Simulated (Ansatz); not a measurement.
The start is a randomly generated symmetric cell of Ga (space group No. 194). A full variable-cell relaxation at zero pressure is run with r2SCAN (plane waves to 500 eV, PAW, scalar-relativistic; Ansatz, a program for electronic structure). The first steps use a coarse 8×8×14 k-mesh.

Initial structure:
```
CELL_PARAMETERS angstrom
      4.70672     0.00000     0.00000
     -2.35336     4.07614     0.00000
      0.00000     0.00000     2.23165
ATOMIC_POSITIONS crystal
  Ga 0.66667 0.33333 0.25000
  Ga 0.33333 0.66667 0.75000
```

* **Initial pressure**: +7.7 GPa (positive: the cell is compressed)
* **Outcome**: The space group stays P6₃/mmc (No. 194) (the run could not lower it), with 2 atoms in the primitive cell
* **Energy released**: 0.40 eV/atom
* **Volume change**: -6.9 %, from 21.41 to 19.94 Å³/atom
* **Shortest distances (start → end)**: The closest pairs of elements (up to four, under 3.6 Å), start → end: Ga–Ga 2.23 → 2.73 Å
* **Band gap at the end**: zero (metallic)
* **Optimiser moves**: 17

Final structure:

Space group P6₃/mmc (No. 194); a = 4.090 Å, b = 4.090 Å, c = 2.752 Å, α = 90.00°, β = 90.00°, γ = 120.00°

```csv
atom,site,symmetry,x,y,z
Ga,2c,-6m2,0.3333,0.6667,0.2500
```

Final values are on a 13×13×17 k-mesh of the relaxed cell. No spin polarisation in the result.

The run could not lose the symmetry of its start, so the end can be a saddle point.

All atoms sit on sites fixed by symmetry, so only the cell could relax.

The relaxed structure here is a generated cell of Ga: the first start was made by a random draw of sites in a space group, and the end was not matched to a known phase here, so it may be hypothetical. Known forms of Ga include space group No. 64.
